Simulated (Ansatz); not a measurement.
TiO (space group C2/m)

```xyz
10
Lattice="4.5629 -2.0425 0.0000 4.5629 2.0425 0.0000 -1.7015 0.0000 5.4416" Properties=species:S:1:pos:R:3 pbc="T T T"
Ti     5.4135     0.0000     1.7583
Ti     2.0108     0.0000     3.6833
Ti     4.6641     0.0000     4.5316
Ti     2.7602     0.0000     0.9100
Ti    -0.8508     0.0000     2.7208
O      4.5629     0.0000     0.0000
O      7.3067     0.0000     0.9182
O      0.1176     0.0000     4.5233
O      6.4659     0.0000     3.5840
O      0.9584     0.0000     1.8576
```

The slice is a (100) plane (indices of the conventional cell) through the point (0.500, 0.500, 0.000) (fractional), spanned by u = [1 -1 0] and v = [001] in vectors of this cell: u (4.09 Å) and v (5.70 Å, at 90° to u). It covers one period; positions are fractions (u, v).

Computed with LDA (plane waves to 420 eV, PAW, scalar-relativistic; Ansatz, an electronic-structure program). k mesh 12×12×8. Inside the PAW spheres the values are not all-electron values, and peaks at nuclei hang on which shells count as valence. TiO is run without spin polarisation and with no Hubbard U. TiO was relaxed with its symmetry unable to fall.

Problem. Predict the map of the electron localisation function (ELF) on the slice.

Solution. 
```
|xxxxxx@@@@%%++::                ::++%%@@@@xxxx|
|xxxx@@@@@@##==..                ..==##@@@@@@xx|
|@@@@@@@@%%**--                    --**%%@@@@@@|
|@@@@%%%%**--..                    ..--**%%%%@@|
|####**++--::..                    ..::--++**##|
|====----::....                    ....::----==|
|::::::::::......                ......::::::::|
|::::::----::::....            ....::::----::::|
|------======--....            ....--======----|
|----==++++++--::..            ..::--++++++==--|
|====++++**++--........::::........--++**++++==|
|==++++****==::::::==++****++==::::::==****++++|
|++++****++--::::++############++::::--++****++|
|********==::::--**####xxxx####**--::::==******|
|******++==::::==####xxxxxxxx####==::::==++****|
|******++--::::==##**xxxxxxxx**##==::::--++****|
|******++==::::==####xxxxxxxx####==::::==++****|
|********==::::--**####xxxx####**--::::==******|
|++++****++--::::++############++::::--++****++|
|==++++****==::::::==++****++==::::::==****++++|
|====++++**++--........::::........--++**++++==|
|----==++++++--::..            ..::--++++++==--|
|------======--....            ....--======----|
|::::::----::::....            ....::::----::::|
|::::::::::......                ......::::::::|
|====----::....                    ....::----==|
|####**++--::..                    ..::--++**##|
|@@@@%%%%**--..                    ..--**%%%%@@|
|@@@@@@@@%%**--                    --**%%@@@@@@|
|xxxx@@@@@@##==..                ..==##@@@@@@xx|
|xxxxxx@@@@%%++::                ::++%%@@@@xxxx|
|xxxxxx@@@@%%**--                --**%%@@@@xxxx|
```
Scale: ten equal steps from 0.00 (start of ' ') to 0.82 (end of '@'), in the order ' .:-=+*#%@'. Values: electron localisation function (ELF). The map has 23 points along u (two characters each, u = 0 at the left) and 32 along v (v = 0 in the bottom row). Points within 0.4 Å of a nucleus are blanked (x), as the pseudised field means little there.
